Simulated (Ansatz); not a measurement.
RbCl (rock salt, Fm-3m), a = b = c = 6.5432 Å, α = β = γ = 90.00°; the cell used has 2 atoms.

Relaxed with PBEsol. 

### Question
HSE06 on this cell (Ansatz, a quantum-chemistry and plane-wave program, PAW) gives a gap of 6.36 eV. What does PBEsol give?

### Answer
4.90 eV.

Cost on shared cores: the PBEsol run (SCF on a 7×7×7 mesh, then bands and DOS) about 13 core-seconds (a rough figure), the HSE06 run (SCF on 6×6×6, then a few points) roughly 2.4 core-minutes; the tasks are unlike.

The cell was relaxed with PBEsol under the symmetry of its start. Spin–orbit coupling is left out wherever it is not named.

Potentials: the later of the program's two PAW sets.

Ansatz is a plane-wave DFT program.
